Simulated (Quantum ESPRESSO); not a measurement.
**Cheap against tight settings: CaS**

```xyz
2
Lattice="0.0000 2.8524 2.8524 2.8524 0.0000 2.8524 2.8524 2.8524 0.0000" Properties=species:S:1:pos:R:3 pbc="T T T"
Ca     0.0000     0.0000     0.0000
S      2.8524     2.8524     2.8524
```
The cell comes from the Materials Project (a computed structure). It is CaS in Fm-3m; whether this form has been observed was not checked. Stability against distortions was not tested.

Method: σ by GIPAW with PBE in a modified build of Quantum ESPRESSO, on JTH PAW datasets. The cutoff rises from row to row, with the meshes as listed. Costs are rough, from a shared machine. Shieldings are absolute and leave out the bulk-susceptibility term; a larger σ means a smaller chemical shift. No d partial waves on S: the paramagnetic term there is incompletely reconstructed. PBE places the empty d or f states of Ca too low, which is known to distort σ on and beside such ions.

| setting | cutoff (Ha) | k-mesh | σ_iso Ca (ppm) | σ_iso S (ppm) | f-sum rule missed by (%) | rough cost ratio |
|---|---|---|---|---|---|---|
| A | 10 | 4×4×4 through Γ | 966.7 | 380.6 | 0.80 | about 1 |
| B | 12 | 4×4×4 shifted | 969.7 | 348.4 | 0.08 | about 1 |
| C | 20 | 6×6×6 shifted | 969.7 | 353.7 | 0.00 | 5 |
| D | 30 | 8×8×8 shifted | 970.7 | 353.0 | 0.00 | 20 |

Largest change from the last row but one to the last: σ_iso Ca (ppm) by 1.0.
